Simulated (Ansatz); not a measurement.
# Property card for Ga3Sb2As

These are results of Ansatz, DFT PBE, scalar-relativistic, plane waves, PAW, not measurements.

Cutoff 420 eV; k points 12×12×12 on the computed 6-atom cell (Γ-centred); Gaussian smearing, width 0.10 eV; no spin polarisation.

The structure is relaxed at this level of theory with its symmetry kept, and needn't be the ground state of this composition.

```xyz
6
Lattice="-2.1434 2.1434 9.0903 2.1434 -2.1434 9.0903 2.1434 2.1434 -9.0903" Properties=species:S:1:pos:R:3 pbc="T T T"
Ga    0.0000    0.0000   15.0164
Ga    0.0000    0.0000    9.0903
Ga    0.0000    0.0000    3.1642
Sb    2.1434    0.0000    7.5097
Sb    2.1434    0.0000    1.5806
As    0.0000    2.1434    4.5451
```

| Quantity | Value |
| --- | --- |
| Space group | I-4m2 (No. 119) |
| Volume per atom | 27.84 Å³ |
| Formation energy from the elements' standard states (uncorrected) | -0.203 eV/atom |
| Kohn–Sham band gap | zero, with almost no states at the Fermi level |
| Density of states at the Fermi level | 0.0 states/eV per cell |
| Orbital (Löwdin) character within 0.5 eV of the Fermi level | Sb 5p 46 %, Ga 4p 23 %, As 4p 17 %, Ga 4s 8 % |
| Bader charge by site (e) | Ga (2 in the cell) 0.49, Ga (1 in the cell) 0.32, Sb (2 in the cell) -0.33, As (1 in the cell) -0.64 |

Spin-orbit coupling is left out, which matters for the bands of heavy elements.

The cell was found from a structure generator's guess, not taken from experiment. Löwdin shares on free-atom orbitals overweight diffuse shells.
